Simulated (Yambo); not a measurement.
**Optical response of LiBr at -0.7 % isotropic strain**

```
CELL_PARAMETERS angstrom
      0.00000     2.68591     2.68591
      2.68591     0.00000     2.68591
      2.68591     2.68591     0.00000
ATOMIC_POSITIONS crystal
  Li 0.00000 0.00000 0.00000
  Br 0.50000 0.50000 0.50000
```

Yambo, RPA with local fields on PBEsol bands; 16×16×16 mesh, 27 bands, 4 Ry local-field block, 0.2 eV broadening; field along x.

```csv
E (eV),Im ε,Re ε,"Im ε, independent particles"
0.0,0.00,3.34,0.00
0.5,0.01,3.35,0.01
1.0,0.01,3.37,0.02
1.5,0.02,3.42,0.03
2.0,0.03,3.48,0.04
2.5,0.04,3.57,0.06
3.0,0.06,3.70,0.08
3.5,0.08,3.86,0.10
4.0,0.11,4.10,0.15
4.5,0.18,4.44,0.23
5.0,0.36,5.00,0.45
5.5,0.94,5.72,1.16
6.0,2.56,6.43,3.23
6.5,4.02,5.09,4.96
7.0,4.41,4.75,5.78
7.5,4.80,3.89,7.03
8.0,4.72,1.55,6.39
8.5,4.23,1.67,7.29
9.0,4.33,1.40,7.44
9.5,3.74,0.65,6.14
10.0,3.56,0.70,5.18
10.5,3.34,0.30,4.21
11.0,3.23,0.24,3.59
11.5,3.04,-0.27,2.67
12.0,2.56,-0.58,1.97
12.5,2.45,-0.65,1.72
13.0,1.70,-1.02,1.12
13.5,1.25,-0.73,0.96
14.0,0.89,-0.49,0.79
14.5,0.86,-0.27,0.79
15.0,0.69,-0.15,0.67
15.5,0.63,0.03,0.68
16.0,0.63,0.10,0.67
16.5,0.57,0.14,0.62
17.0,0.51,0.26,0.61
17.5,0.54,0.27,0.60
18.0,0.47,0.30,0.51
18.5,0.46,0.42,0.56
19.0,0.49,0.44,0.56
19.5,0.50,0.52,0.59
20.0,0.51,0.53,0.54
```

Structure narrower than a few tenths of an eV can come from the finite k mesh. Convergence of the RPA response with its 16×16×16 mesh was not tested. No excitonic effects at this level.

Spin-orbit coupling is not included.

Geometry strained from the cell relaxed with PBEsol, atoms relaxed again.
